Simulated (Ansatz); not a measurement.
Computed with DFT PBE, scalar-relativistic, plane waves, PAW in Ansatz. Settings of the last relaxation (6-atom cell): 420 eV, 10×10×10 k points, Gaussian smearing of 0.10 eV, no spin polarisation.

Formation energies are uncorrected and refer to the elements' standard structures at the same level.

Q: Find a candidate orthorhombic metal made of Ge, Ta and Ti, with a formation energy near −0.31 eV/atom and a density near 8.81 g/cm³, in a cell of 6 atoms.

A: TaTiGe₄, space group F222 (No. 22). Ti has 4 Ge at 2.66 Å, 6 Ge at 2.90–2.94 Å and 4 Ta at 3.35 Å; Ta is surrounded by 4 Ge at 2.67 Å, 6 Ge at 2.90–2.92 Å and 4 Ti at 3.35 Å; Ge on its first site has 2 Ge at 2.64 Å, 2 Ti at 2.66 Å, 3 Ge at 2.89–2.92 Å, 3 Ta at 2.90–2.92 Å and 4 Ge at 3.33–3.38 Å; Ge on its second site has 2 Ge at 2.64 Å, 2 Ta at 2.67 Å, 3 Ge at 2.82–2.96 Å, 3 Ti at 2.90–2.94 Å and 4 Ge at 3.33–3.38 Å.

```
Ti Ta Ge
1.0
     0.00000    4.35068    4.43434
     2.53549    0.00000    4.43434
     2.53549    4.35068    0.00000
Ti Ta Ge
1 1 4
Direct
  0.50000 0.50000 0.50000
  0.75000 0.75000 0.75000
  0.08369 0.41631 0.08369
  0.16180 0.83820 0.16180
  0.83820 0.16180 0.83820
  0.41631 0.08369 0.41631
```

| Item | Value |
| --- | --- |
| Volume per atom | 16.31 Å³ |
| Density | 8.81 g/cm³ |
| Energy over the elements | −0.31 eV/atom |
| Gap on the 10×10×10 mesh of the 6-atom cell | 0 eV (a metal) |

The cell was found from a structure generator's guess, not taken from experiment. The answer needn't be unique; the calculation gave this one.

Spin–orbit coupling, which can matter for Ta, is left out. A structure relaxed within its symmetry needn't be a true minimum.
